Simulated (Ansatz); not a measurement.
# TiO2, single point

TiO2 is taken as an experimental structure (space group I4_1/amd), 6 atoms in the cell. Source: COD entry 5000223, which need not be the ambient phase.

These are results of Ansatz, DFT, r2SCAN, PAW, plane waves, scalar-relativistic, not measurements.

Input:

```yaml
crystal:
  lattice:
    - [-1.8946, 1.8946, 4.7685]
    - [1.8946, -1.8946, 4.7685]
    - [1.8946, 1.8946, -4.7685]
  atoms:
    - { symbol: Ti, position: [0.0, 0.0, 0.0], spin: 1.0 }
    - { symbol: Ti, position: [0.75, 0.25, 0.5], spin: 1.0 }
    - { symbol: O, position: [0.2079, 0.2079, 0.0] }
    - { symbol: O, position: [0.9579, 0.4579, 0.5] }
    - { symbol: O, position: [0.5421, 0.0421, 0.5] }
    - { symbol: O, position: [0.7921, 0.7921, 0.0] }
magnetization:
  spin_polarized: true
hamiltonian:
  xc: r2scan
  pseudopotentials: { kind: paw }
basis:
  ecutwfc: 500
kpoints:
  mp_grid: { grid: [5, 5, 7] }
scf:
  occupations: { method: fermi_dirac, width: 0.1 }
  lower_state_search: "off"
  algorithm: density_mixing
  max_iter: 70
  mixing: { algorithm: anderson, ndim: 8, beta: 1.0, preconditioner: kerker }
output:
  forces: true
  stress: true
```

Command:
```sh
ansatz run input.yaml --threads 2 --pin off --max-ram 5120MiB --backend cpu --events-out ev --progress --plain --runs-dir out
```

What the program printed (shortened):

```
Warning: crystal.symmetry: narrowed to the stabiliser of the k-point mesh — unitary ops 16 → 4; excluded 12 operations that carry a point of the 5×5×7 mesh (shift [0, 0, 0]) off the mesh (the run samples exactly the mesh kpoints.mp_grid names, as under crystal.symmetry.detect: false, and its converged state has the mesh's symmetry, not the crystal's; [...]
basis.fft_grid_basis auto: the FFT boxes are laid along the combinations [[1, 0, 1], [0, 1, 1], [0, 0, 1]] of the cell's own vectors, 3.789, 3.789 and 5.470 Å long. The dense box has 30×30×40 points. Along the cell's own vectors, as sized, it would have 40×40×40, 1.78 times as many. [...]
Pseudopotentials: kind: paw
Pseudopotential: Ti, paw, valence charge 12, recommended cutoff 500 eV (meta_gga), Ti.paw.azcp
Pseudopotential: O, paw, valence charge 6, recommended cutoff 500 eV (meta_gga), O.paw.azcp
Functional definition: r2SCAN
Crystal: 6 atoms, lattice volume = 68.466 Å³
Basis set: ecut = 500 eV, 1693 PW (Γ), FFT grids on a1+a3, a2+a3, a3, exchange–correlation on 120×120×160 points (64 copies of the dense FFT grid, shifted against one another)
Bands: 31, of which v1, the nominal top of the filled ones, is band 24 counted from 1 (23 counted from 0)
Symmetry: 4 space group operations
k-points: 54 of 175
Non-local potential: Ti, projectors of the file, l = 0: 3, l = 1: 2, l = 2: 3, l = 3: 1
Non-local potential: O, projectors of the file, l = 0: 2, l = 1: 2, l = 2: 1
PAW frozen core: Ti, regenerated for the run's functional (the file was generated under x = pbe(κ = 0.804, μ = 0.2195149727645171), c = pbe(β = 0.06672455060314922))
PAW frozen core: O, regenerated for the run's functional (the file was generated under x = pbe(κ = 0.804, μ = 0.2195149727645171), c = pbe(β = 0.06672455060314922))
Initial density: superposition of atomic densities (chi_scale 0.1, normalization cell, long waves kept (reshape's long-wave potential 0.00 eV rms))
Starting moments: Σ|m| = 2 μB on 2 of 6 sites
Initial wavefunctions: pseudopotential atomic-orbital guess
Functional: x = r2scan, c = r2scan; τ floored in thin density (d = 2e-4 eV/Å³)
spin=Collinear: Kerker preconditioning applied to the charge; magnetization (m = ρ↑ − ρ↓) channel mixes plain (no charge-response kernel on spin).
SCF iter   1: F=-7290.743662 eV  HF=-7292.384091 eV  |F-HF|=1.64e0  |Δ(HF+E_count)|=         —  Δρ=6.19e-2 (↑6.19e-2 ↓5.29e-2)  dr2=4.23e0  dr2_τ=2.30e-1  dr2_m=1.16e0  M=0.000 μB ∫|m|=0.469 μB  β_m=1.00  ethr=3.10e-3  ⟨swp⟩=5.3  Hψ=14032  notcnv=0
SCF iter   2: F=-7288.268917 eV  HF=-7293.537891 eV  |F-HF|=5.27e0  |Δ(HF+E_count)|=    1.15e0  Δρ=5.36e-2 (↑4.66e-2 ↓5.36e-2)  dr2=6.06e0  dr2_τ=1.82e-1  dr2_m=9.74e-3  M=0.000 μB ∫|m|=0.262 μB  β_m=1.00  ethr=3.10e-3  ⟨swp⟩=3.5  Hψ=9124  notcnv=0  defer=63  κ⁻¹=1.0e0(r=1)
SCF iter   3: F=-7292.463366 eV  HF=-7292.699533 eV  |F-HF|=2.36e-1  |Δ(HF+E_count)|=   8.38e-1  Δρ=1.39e-2 (↑1.39e-2 ↓9.44e-3)  dr2=4.42e-1  dr2_τ=5.89e-2  dr2_m=4.85e-3  M=-0.000 μB ∫|m|=0.099 μB  β_m=1.00  ethr=3.10e-3  ⟨swp⟩=4.0  Hψ=8329  notcnv=0  defer=60  κ⁻¹=9.6e-2(r=2)
SCF iter   4: F=-7292.653399 eV  HF=-7292.659417 eV  |F-HF|=6.02e-3  |Δ(HF+E_count)|=   4.01e-2  Δρ=2.85e-3 (↑2.16e-3 ↓2.85e-3)  dr2=2.51e-2  dr2_τ=2.60e-3  dr2_m=5.16e-4  M=-0.000 μB ∫|m|=0.044 μB  β_m=1.00  ethr=9.21e-4  ⟨swp⟩=3.3  Hψ=7564  notcnv=0  defer=10  κ⁻¹=3.4e-3(r=3)
SCF iter   5: F=-7292.660238 eV  HF=-7292.661537 eV  |F-HF|=1.30e-3  |Δ(HF+E_count)|=   2.12e-3  Δρ=1.43e-3 (↑8.48e-4 ↓1.43e-3)  dr2=4.33e-3  dr2_τ=4.66e-5  dr2_m=1.12e-4  M=-0.000 μB ∫|m|=0.019 μB  β_m=1.00  ethr=5.23e-5  ⟨swp⟩=2.1  Hψ=5729  notcnv=0  defer=10
Mixer restart at iter 5: flushing history
spin-set hold released at iteration 5 (site moments contracting): the magnetisation degrees of freedom join the quasi-Newton model from the next iteration; the mixer history was flushed
SCF iter   6: F=-7292.659986 eV  HF=-7292.662444 eV  |F-HF|=2.46e-3  |Δ(HF+E_count)|=   9.07e-4  Δρ=1.41e-3 (↑1.41e-3 ↓1.06e-3)  dr2=3.48e-3  dr2_τ=1.14e-4  dr2_m=2.13e-5  M=-0.000 μB ∫|m|=0.008 μB  β_m=1.00  ethr=9.01e-6  ⟨swp⟩=2.0  Hψ=5463  notcnv=0  defer=10  κ⁻¹=1.0e0(r=1)
SCF iter   7: F=-7292.661709 eV  HF=-7292.662027 eV  |F-HF|=3.18e-4  |Δ(HF+E_count)|=   4.16e-4  Δρ=5.25e-4 (↑3.29e-4 ↓5.25e-4)  dr2=7.31e-4  dr2_τ=9.28e-6  dr2_m=9.99e-6  M=-0.000 μB ∫|m|=0.006 μB  β_m=1.00  ethr=7.26e-6  ⟨swp⟩=2.0  Hψ=5453  notcnv=0  defer=10  κ⁻¹=1.5e-1(r=2)
SCF iter   8: F=-7292.662038 eV  HF=-7292.662047 eV  |F-HF|=8.98e-6  |Δ(HF+E_count)|=   1.96e-5  Δρ=9.65e-5 (↑9.16e-5 ↓9.65e-5)  dr2=2.73e-5  dr2_τ=4.52e-7  dr2_m=7.34e-8  M=0.000 μB ∫|m|=0.000 μB  β_m=1.00  ethr=1.52e-6  ⟨swp⟩=2.1  Hψ=4758  notcnv=0  defer=10  κ⁻¹=6.3e-3(r=3)
SCF iter   9: F=-7292.662045 eV  HF=-7292.662046 eV  |F-HF|=1.02e-6  |Δ(HF+E_count)|=   6.16e-7  Δρ=2.92e-5 (↑2.92e-5 ↓2.89e-5)  dr2=2.19e-6  dr2_τ=5.89e-8  dr2_m=7.99e-8  M=0.000 μB ∫|m|=0.001 μB  β_m=1.00  ethr=5.68e-8  ⟨swp⟩=2.2  Hψ=5753  notcnv=0  defer=10  κ⁻¹=1.6e-3(r=4)
iter 10 did not close the SCF: its close was put off for a magnetic moment that had not settled (scf_convergence_deferred on its scf_iter line)
SCF iter  10: F=-7292.662046 eV  HF=-7292.662046 eV  |F-HF|=2.64e-8  |Δ(HF+E_count)|=   2.93e-7  Δρ=8.38e-6 (↑8.38e-6 ↓5.82e-6)  dr2=3.67e-8  dr2_τ=2.46e-9  dr2_m=2.22e-8  M=0.000 μB ∫|m|=0.000 μB  β_m=1.00  ethr=2.08e-10  ⟨swp⟩=3.0  Hψ=13235  notcnv=0  κ⁻¹=4.8e-5(r=5)
iter 11 did not close the SCF: its close was put off for a magnetic moment that had not settled (scf_convergence_deferred on its scf_iter line)
SCF iter  11: F=-7292.662046 eV  HF=-7292.662046 eV  |F-HF|=1.61e-9  |Δ(HF+E_count)|=   4.50e-8  Δρ=1.89e-6 (↑1.89e-6 ↓1.61e-6)  dr2=6.04e-10  dr2_τ=1.71e-10  dr2_m=1.69e-9  M=0.000 μB ∫|m|=0.000 μB  β_m=1.00  ethr=7.64e-11  ⟨swp⟩=2.0  Hψ=11090  notcnv=0  κ⁻¹=1.4e-6(r=6)
SCF iter  12: F=-7292.662046 eV  HF=-7292.662046 eV  |F-HF|=3.27e-11  |Δ(HF+E_count)|=   2.43e-9  Δρ=4.59e-7 (↑2.16e-7 ↓4.59e-7)  dr2=1.09e-10  dr2_τ=7.42e-12  dr2_m=4.70e-11  M=0.000 μB ∫|m|=0.000 μB  ethr=1.26e-12  ⟨swp⟩=1.0  Hψ=10099  notcnv=0
WARN: the starting moments were not kept: the SCF closed with an absolute magnetisation of 1.2e-5 μB, where they sum to 2 μB in size (2 sites). That is at most 0.1 of that sum. Measured as dr2_m measures the in/out step, that magnetisation stands 3.0e-11 eV from none, at or under the dr2_threshold of 1.0e-7 eV: it is no larger than a step whose dr2_m would equal this threshold. The system may hold no moment; this SCF shows only that its start led to no more than that. [...]
SCF 1 converged in 12 iterations: F = -7292.662046 eV  dr2 = 1.09e-10
  greatest PAW one-centre occupation: 1.000 electrons in one spin orbital (limit 2), on the Ti atom at site 1 (counted from 0), in its partial waves of l = 0
this state was not tested for a lower state beside it, because the mixer in use, unlike msr1, does not test its closes by its own steps (another_mixer; see scf.mixing.algorithm and scf.lower_state_search)
SCF converged after 12 iterations
Magnetization: 0.0000 μB (24.0000 up, 24.0000 down)
Absolute magnetization: 0.0000 μB (∫|ρ↑−ρ↓|, with the PAW one-centre terms)
Spin contamination: 0.0000 ħ² per cell (⟨S²⟩ above its minimum at these occupations)
Per-site moments (μB) at R_I (Å): [(-1.5155e-6, 0.7988), (-1.5155e-6, 0.7988), (1.5761e-6, 0.7988), (1.5761e-6, 0.7988), (1.5761e-6, 0.7988), (1.5761e-6, 0.7988)]
Free energy (F): -7292.662046 eV
Harris-Foulkes:  -7292.662046 eV  (|F-HF|=3.27e-11)
Internal energy: -7292.662045 eV  (E = F + TS)
E sigma→0 (E₀):  -7292.662046 eV
Entropy (-TS):   -0.000001 eV (-0.000 meV/atom)
Fermi energy:    8.260709 eV
--- Per-component energies (eV) ---
  E_band       = -508.905522
  E_kinetic    = 1251.332716
  E_local      = -3571.395495  (includes V_loc(G=0)·N_el)
  E_nonlocal   = 191.919335
  E_hartree    = 1382.399842
  E_xc         = -482.635136
  E_vxc        = -693.207134  (∫ρ·V_xc dr)
  E_paw        = -2747.539935  (= ΣΔE_a)
  E_vpaw       = -498.222369  (= ΣTr[D̂ρ^β])
  E_aug_tail   = 0.004704  (compensation charges beyond the density's cutoff)
  E_vtau       = 45.862753  (kinetic-family band-sum trace: ∫τ·v_τ [+ j·A + Jᵃ·Aᵃ] dr)
  E_ewald      = -3316.113399
  E_core_change = -0.634678  (= ΣΔE_core)
  E_smearing   = -0.000001  (= −TS)
  E_closure    = -0.000000  (closes the sum)
  Σ components = -7292.662046   (vs F -7292.662046, Δ=0.00e0)
--- Forces (eV/Å), atoms counted from 1 ---
  atom   1  Ti     0.00003402    -0.00003402     0.00000000
  atom   2  Ti    -0.00003402     0.00003402     0.00000000
  atom   3  O      0.00000572    -0.00000964    -0.00365927
  atom   4  O     -0.00000964     0.00000572    -0.00365927
  atom   5  O     -0.00000572     0.00000964     0.00365927
  atom   6  O      0.00000964    -0.00000572     0.00365927
  max |Σ_I F_I| component: 0.00e0 eV/Å
--- Stress (GPa, compression-positive) ---
       -0.815956      -0.000119       0.000233
       -0.000119      -0.815956       0.000233
        0.000233       0.000233       0.075840
  P = ⅓ Tr σ = -0.5187 GPa (-5.187 kbar)
```

Gaps of semilocal functionals run low against measured ones. Only one magnetic start was run, with no search, so the state need not be the lowest. The mesh has less symmetry than the lattice, which lowers the symmetry of the run. The program warns that the starting moments weren't kept.

The run took 31 s on 2 threads of Arm Neoverse V1, with other jobs on the host, peak memory 0.64 GiB.
